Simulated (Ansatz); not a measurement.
BaTiO₃ in space group P4mm (No. 99; Ba on 1b, Ti on 1a, O on 2c, O on 1a), plane-wave PAW r²SCAN (Ansatz code). The conduction-band minimum lies at Γ, with 1 equivalent valley. Second derivatives d²E/dk² of the lowest band at one valley (eV·Å²), along Cartesian directions:

```
direction  d²E/dk²
---------  -------
[100]        16.61
[010]        16.61
[001]       0.8615
[110]        16.61
[101]        8.740
[011]        8.740
```

Find the principal effective masses, the density-of-states mass and the conductivity mass.

Off-diagonal terms follow from H_xy = H[110] − (H_xx + H_yy)/2, and m*/mₑ = 7.620 eV·Å² over each eigenvalue: 0.46, 0.46, 8.8. One valley's DOS mass (m₁m₂m₃)^(1/3) = 1.2, conductivity mass 3/(Σ 1/mᵢ) = 0.67 mₑ.

What effective density of states Nc follows at 300 K for parabolic valleys?

Nc = 2.509e19 × 1 × (1.2)^(3/2) ≈ 3.3e19 cm⁻³.

The cell was relaxed with r²SCAN under the symmetry of its start. At this level the phase is dynamically unstable (imaginary phonons). No spin polarisation was allowed. Scalar-relativistic: spin–orbit coupling is off unless named, which matters more the heavier the elements.

Potentials: the earlier of the program's two PAW sets.

Edges and masses are those of Kohn–Sham bands, whose gap is no quasiparticle gap.
